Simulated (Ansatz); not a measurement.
ZnCd$_{3}$S$_{4}$:
```
ZnCd3S4
1.0
    5.70461     0.00000     0.00000
    0.00000     5.70461     0.00000
    0.00000     0.00000     5.70461
Zn Cd S
1 3 4
Direct
  0.00000   0.00000   0.00000
  0.00000   0.50000   0.50000
  0.50000   0.00000   0.50000
  0.50000   0.50000   0.00000
  0.76317   0.76317   0.23683
  0.76317   0.23683   0.76317
  0.23683   0.23683   0.23683
  0.23683   0.76317   0.76317
```

PBEsol in the plane-wave PAW code Ansatz gives a gap of 1.21 eV without spin–orbit coupling, maximum at Γ, minimum at Γ.

### Question
What happens when spin–orbit coupling is switched on?

### Answer
The gap falls by 0.02 eV, to 1.19 eV; maximum at Γ, minimum at Γ.

### Question
How large is the spin–orbit splitting of the valence top at Γ?

### Answer
The fourfold level lies 0.05 eV above the split-off pair.

### Question
Give the electron effective mass with spin–orbit coupling.

### Answer
0.13 mₑ (isotropic).

Space group P-43m. The first step of the workflow began from a Materials Project structure, measured or hypothetical; the Crystallography Open Database copy checked does not list it. With Zn and Cd taken as one species the cell has the higher symmetry F-43m, so it may be an ordered model of a mixed-site phase. Whether it is the stable phase at ambient conditions was not checked. The PBEsol relaxation kept the symmetry of its start; of distortions, only those at the zone centre were tested.

Potentials: the later of the program's two PAW sets.
